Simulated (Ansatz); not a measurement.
Be₂C (fluorite or antifluorite type) was relaxed and computed twice in Ansatz (plane waves, PAW), once with LDA and once with PBE.

```csv
,run 1,run 2
cell,"a = b = c = 4.268 Å, α = β = γ = 90.00°","a = b = c = 4.3284 Å, α = β = γ = 90.00°"
gap (eV),1.20,1.17
ΔH_f (eV/atom),-0.30,-0.23
B₀ by P(V) fit (GPa),217,202
electron conductivity mass (mₑ),0.30,0.30
```

Q: Which run used which functional?

A: Run 1 is LDA, run 2 is PBE.

All cells were relaxed under the symmetry of their starts (and spin orders); stability against distortions was not tested throughout.

Potentials: the later of the program's two PAW sets.

Ansatz (a quantum-chemistry and plane-wave program) is a plane-wave DFT program.

Formation energies count from the lowest solids of the elements computed at the same level, not from gases.
